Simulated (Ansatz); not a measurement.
Re:
```
Re
1.0
    2.75832     0.00000     0.00000
   -1.37916     2.38878     0.00000
    0.00000     0.00000     4.46169
Re
2
Cartesian
  0.00000   1.59252   3.34627
  1.37916   0.79626   1.11542
```

Relaxed with r²SCAN. Special points in fractions of this cell's reciprocal vectors: Γ (0.000, 0.000, 0.000); M (0.500, 0.000, 0.000); K (0.333, 0.333, 0.000); A (0.000, 0.000, 0.500); L (0.500, 0.000, 0.500); H (0.333, 0.333, 0.500).

Q: List the band energies nearest the Fermi level at these points for the program Ansatz at the r²SCAN level (PAW).

A: In eV from the Fermi level; about four levels below and three above (degenerate sets whole), none deeper than 8.9 eV; … stands for higher levels left out; points with the same levels are listed once.

| k | below | above |
|---|---|---|
| Γ | -1.60 -1.60 -0.74 -0.74 | 0.25 0.25 0.51 |
| M | -1.96 -1.86 -1.45 -0.62 | 4.19 4.59 4.74 |
| K | -3.55 -2.23 -2.23 -0.05 | 3.19 3.19 3.68 |
| A | -1.73 -1.73 -1.73 -1.73 | … |
| L | -6.57 -6.57 -4.29 -4.29 | 0.45 0.45 0.89 0.89 |
| H | -3.91 -3.91 -2.28 -2.28 | 0.08 0.08 3.53 3.53 |

Space group P6_3/mmc (hcp (Mg type)). The r²SCAN relaxation kept the symmetry of its start. The run is not spin-polarised. Scalar-relativistic: spin–orbit coupling is off unless named, which matters more the heavier the elements.

Potentials: the later of the program's two PAW sets.
